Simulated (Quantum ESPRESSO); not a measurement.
AlSi3C3N, a curve over one atom's position

Simulated, not a measurement. The program is pw.x of Quantum ESPRESSO 7.5 (plane-wave density functional theory). The cell is made up: 8 atoms on a wurtzite lattice, with randomly drawn elements, strain and displacements, not relaxed. PseudoDojo standard norm-conserving files (v0.5 for PBE, v0.4.1 for LDA and PBEsol) set the functional; there is no spin polarisation, spin-orbit coupling or dispersion term, and the masses in the input are unused placeholders.

Seven runs move atom 7 (C, counted in the order of the input) along y and keep all else fixed.

Input of the run at +0.0303:

```
&control calculation='scf', pseudo_dir='./dojo.nc.sr.pbe.v0_5.standard.upf', outdir='./o', disk_io='medium', tprnfor=.true., tstress=.true. /
&system ibrav=0, nat=8, ntyp=4, nbnd=22, ecutwfc=84.00895049, nosym=.true., tot_charge=0,
 occupations='smearing', smearing='fd', degauss=0.0018374661
/
&electrons conv_thr=7.350e-09, electron_maxstep=60, /
ATOMIC_SPECIES
Al 1.0 Al.upf
C 1.0 C.upf
N 1.0 N.upf
Si 1.0 Si.upf
CELL_PARAMETERS angstrom
3.0631 0.0 0.0
0.0 5.3054 0.0
0.0 0.0 5.002
ATOMIC_POSITIONS angstrom
Al 0.0043 0.0488 0.0224
Si 1.5115 2.5237 -0.0757
Si 1.4345 0.8424 2.4847
Si 0.0173 3.4702 2.5223
C 0.0399 -0.0325 1.8223
C 1.5537 2.6703 1.9723
C 1.486 0.9368 4.4487
N 0.0426 3.3776 4.3761
K_POINTS automatic
6 4 4 1 1 1
```

```
shift of atom 7 along y (Å)  free energy less that of the input shown (eV)  Fx on atom 7 (eV/Å)  Fy on atom 7 (eV/Å)  Fz on atom 7 (eV/Å)  pressure (GPa)  next band up at Gamma (eV)  iterations
                    -0.1696                                         0.2666                1.922                4.447               -3.908           13.88                       1.779          12
                    -0.1448                                         0.1640                1.813                3.818               -3.794           13.72                       1.811          13
                    -0.1200                                         0.0777                1.707                3.130               -3.702           13.61                       1.843          13
                    -0.0562                                        -0.0582                1.443                1.056               -3.582           13.63                       1.924          11
                    +0.0303                                         0.0000                1.110               -2.576               -3.766           14.49                       2.031          11
                    +0.0918                                         0.2563                0.888               -5.868               -4.217           15.79                       2.108          11
                    +0.1453                                         0.6598                0.701               -9.319               -4.892           17.49                       2.176          11
```

A cubic fit gives dFy/dy = -43.75 eV/Å² at zero shift. Across the table the free energy follows the integral of the force to within 0.1 meV. A rerun of one of the cells at 1437 eV and a 8 x 6 x 6 mesh moved values by no more than 0.002 eV in energy, 0.08 GPa in stress and 0.006 eV/Å in force. The band column is the level of band 17 at Gamma less that of band 16, whose number is half the electron count, rounded up; it comes from a band step after each run.